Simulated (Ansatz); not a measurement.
Here is the system:

BePd:
```
CELL_PARAMETERS angstrom
      2.79744     0.00000     0.00000
      0.00000     2.79744     0.00000
      0.00000     0.00000     2.79744
ATOMIC_POSITIONS crystal
  Be 0.00000 0.00000 0.00000
  Pd 0.50000 0.50000 0.50000
```

This is the PBEsol-relaxed structure.

Q: All from PBEsol (plane waves, PAW; program Ansatz), unless another level is named. Estimate the highest zone-centre frequency.

A: 381 cm⁻¹.

Q: What about the Poisson's ratio?

A: 0.38.

Space group Pm-3m (CsCl type). The workflow started from an entry of the Crystallography Open Database (COD). Whether it is the stable phase at ambient conditions was not checked. The PBEsol relaxation kept the symmetry of its start; of distortions, only those at the zone centre were tested. The run is not spin-polarised. As this level gives no gap, phonon frequencies hold no LO–TO term and depend on the k-mesh and smearing (Fermi–Dirac, 0.1 eV here).

Potentials: the later of the program's two PAW sets.
